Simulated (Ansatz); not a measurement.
The start is a relaxed CdSe cell with every coordinate shifted by Gaussian noise of σ = 0.2 Å. The structure is fully relaxed (lattice and positions, P = 0) with PBE (plane waves to 420 eV, PAW, scalar-relativistic; Ansatz, an electronic-structure program). The first steps use a coarse 6×6×4 k-mesh.

Initial structure:
```yaml
crystal:
  lattice:
    - [4.38358, 0.00000, 0.00000]
    - [-2.19179, 3.79629, 0.00000]
    - [0.00000, 0.00000, 7.15401]
  atoms:
    - { symbol: Cd, position: [0.59476, 0.34395, 0.00013] }
    - { symbol: Cd, position: [0.23740, 0.55975, 0.55451] }
    - { symbol: Se, position: [0.61783, 0.37533, 0.64044] }
    - { symbol: Se, position: [0.34057, 0.69166, 0.10961] }
```

### Question
How large is the pressure on the unrelaxed cell, and of which sign?

### Answer
+5.6 GPa (positive: the cell is compressed).

### Question
How much energy is released per atom?

### Answer
0.33 eV/atom.

### Question
Does it find its way back to the structure it was made from?

### Answer
It returns to the parent structure, P6₃mc (No. 186).

### Question
How do the shortest distances between atoms change?

### Answer
The closest pairs of elements (up to four, under 3.6 Å), start → end: Cd–Se 2.27 → 2.68 Å.

Final values are on a 9×9×5 k-mesh of the relaxed cell. No spin polarisation in the result.
